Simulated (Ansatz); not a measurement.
Relaxed MgO (rock salt):

```
CELL_PARAMETERS angstrom
      0.00000     2.10219     2.10219
      2.10219     0.00000     2.10219
      2.10219     2.10219     0.00000
ATOMIC_POSITIONS crystal
  O  0.00000 0.00000 0.00000
  Mg 0.50000 0.50000 0.50000
```

Two-dimensional scan of atom 1 (O, nearest neighbour Mg at 2.102 Å; its periodic images, 3.0 Å or more away, move with it): u runs along (1.000, 0.000, 0.000), v along (0.000, 1.000, 0.000) (Cartesian). Cell and other atoms are fixed.

Method: r2SCAN (plane waves to 500 eV, PAW, scalar-relativistic; Ansatz, an electronic-structure program). k mesh 11×11×11 (Γ-centred), Fermi-Dirac smearing 0.05 eV. Energies are smeared free energies. MgO was relaxed with its symmetry unable to fall. ΔE is measured from the undisplaced structure. Axes are in Å.

```tsv
ΔE (meV/cell)	u = -0.320	u = -0.160	u = 0.000	u = 0.160	u = 0.320
v = -0.320	653	(withheld)	399	(withheld)	653
v = -0.160	(withheld)	150	79	150	(withheld)
v = 0.000	399	79	0	79	399
v = 0.160	(withheld)	150	79	150	(withheld)
v = 0.320	653	(withheld)	399	(withheld)	653
```

**Question.** Some entries are withheld; supply them.

**Answer.** 
- v = -0.320, u = -0.160: 443
- v = -0.320, u = 0.160: 443
- v = -0.160, u = -0.320: 443
- v = -0.160, u = 0.320: 443
- v = 0.160, u = -0.320: 443
- v = 0.160, u = 0.320: 443
- v = 0.320, u = -0.160: 443
- v = 0.320, u = 0.160: 443

(For displaced atoms, the force is minus the slope of the energy, and its curvature is a force constant, which sets phonon frequencies.)
